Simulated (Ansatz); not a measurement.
**Energy against volume for VO2 (rutile)**

VO2 (rutile)

```xyz
6
Lattice="4.5841 0.0000 0.0000 0.0000 4.5841 0.0000 0.0000 0.0000 2.8389" Properties=species:S:1:pos:R:3 pbc="T T T"
V      0.0000     0.0000     0.0000
V      2.2921     2.2921     1.4195
O      1.3753     1.3753     0.0000
O      3.6673     0.9168     1.4195
O      0.9168     3.6673     1.4195
O      3.2088     3.2088     0.0000
```

E(V) scan at fixed shape, V₀ the volume above. The atoms relax within the cell's symmetry.

Method: PBE (plane waves to 420 eV, PAW, scalar-relativistic; Ansatz, an electronic-structure program). k mesh 10×10×16 (Γ-centred), Fermi-Dirac smearing 0.05 eV. The energy includes the smearing's −TS. Compression counts positive. With the shape held, the modulus is that of even scaling; a crystal free to change shape is softer. Relaxed VO2 ends ferromagnetic. The PAW data are Ansatz's earlier set. This is a high-temperature form of VO2. VO2 is run spin-polarised and with no Hubbard U. VO2 was relaxed with its symmetry unable to fall. Other magnetic orders were not checked, so this need not be the ground state. ΔE is measured from the relaxed starting cell.

| V (Å³/atom) | ΔE (meV/atom) | moment (μB/cell) | P (GPa) |
|---|---|---|---|
| 9.346 | 29 | 1.98 | 16.4 |
| 9.466 | 18 | 1.99 | 12.6 |
| 9.585 | 10 | 1.99 | 9.1 |
| 9.704 | 4 | 2.00 | 5.9 |
| 9.824 | 1 | 2.00 | 2.8 |
| 9.943 | 0 | 2.00 | 0.0 |
| 10.062 | 1 | 2.00 | -2.6 |
| 10.182 | 4 | 2.00 | -5.1 |
| 10.301 | 8 | 2.00 | -7.3 |
| 10.420 | 15 | 2.00 | -9.4 |
| 10.539 | 22 | 2.00 | -11.3 |

Summary:

```yaml
pressure_at_the_smallest_volume: 16.4 GPa
energy_cost_of_the_largest_compression: 29 meV/atom
energy_cost_of_the_largest_expansion: 22 meV/atom
Bulk modulus at fixed cell shape B₀ (third-order Birch-Murnaghan fit): 226 GPa
Pressure derivative B₀′ (fit): 5.1
equilibrium_volume_of_the_fit: 9.94 Å³/atom
Pressure for 5 % compression (fit): 13.2 GPa
```

(A scan under strain: stresses follow from slopes of the energy per volume, elastic moduli from its curvatures.)
